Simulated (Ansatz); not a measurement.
MgO (rock salt, Fm-3m), plane-wave PAW r²SCAN (Ansatz code). The conduction-band minimum lies at Γ, with 1 equivalent valley. Second derivatives d²E/dk² of the lowest band at one valley (eV·Å²), along Cartesian directions:

| direction | d²E/dk² |
|---|---|
| [100] | 20.92 |
| [010] | 20.92 |
| [001] | 20.92 |
| [110] | 20.92 |
| [101] | 20.92 |
| [011] | 20.92 |

Find the principal effective masses, the density-of-states mass and the conductivity mass.

Off-diagonal terms follow from H_xy = H[110] − (H_xx + H_yy)/2, and m*/mₑ = 7.620 eV·Å² over each eigenvalue: 0.36, 0.36, 0.36. One valley's DOS mass (m₁m₂m₃)^(1/3) = 0.36, conductivity mass 3/(Σ 1/mᵢ) = 0.36 mₑ.

What effective density of states Nc follows at 300 K for parabolic valleys?

Nc = 2.509e19 × 1 × (0.36)^(3/2) ≈ 5.4e18 cm⁻³.

Symmetry was held in the r²SCAN relaxation. The volume moved by -16 % from the start of the relaxation.

Potentials: the later of the program's two PAW sets.

Edges and masses are those of Kohn–Sham bands, whose gap is no quasiparticle gap.
